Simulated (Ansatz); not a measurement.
Input:

MoSe2:
```
MoSe2
1.0
    6.20650     0.00000     0.00000
    0.00000     6.20650     0.00000
    0.00000     0.00000     3.37294
Mo Se
2 4
Direct
  0.00000   0.00000   0.00000
  0.50000   0.50000   0.50000
  0.28610   0.28610   0.00000
  0.78610   0.21390   0.50000
  0.21390   0.78610   0.50000
  0.71390   0.71390   0.00000
```

This is the PBE-relaxed structure.

Question: All from PBE (plane waves, PAW; program Ansatz), unless another level is named. Give the electronic character.

Answer: metallic (no gap).

Question: What about the density of states at the Fermi level?

Answer: 0.76 states/eV per atom (mean over ±0.08 eV).

Question: Predict the formation energy from the elements (no fitted shifts).

Answer: -0.24 eV/atom.

Space group P4_2/mnm. The cell is a constructed one: a structure type filled with these elements; neither database checked (COD, Materials Project) lists it. It is not the phase usual at ambient conditions (space group No. 194). The PBE relaxation kept the symmetry of its start; its stability against distortions is not shown here. No spin polarisation was allowed. The references are the lowest solids computed at this level, not always the standard phases. Spin–orbit coupling is left out wherever it is not named.

Potentials: the later of the program's two PAW sets.
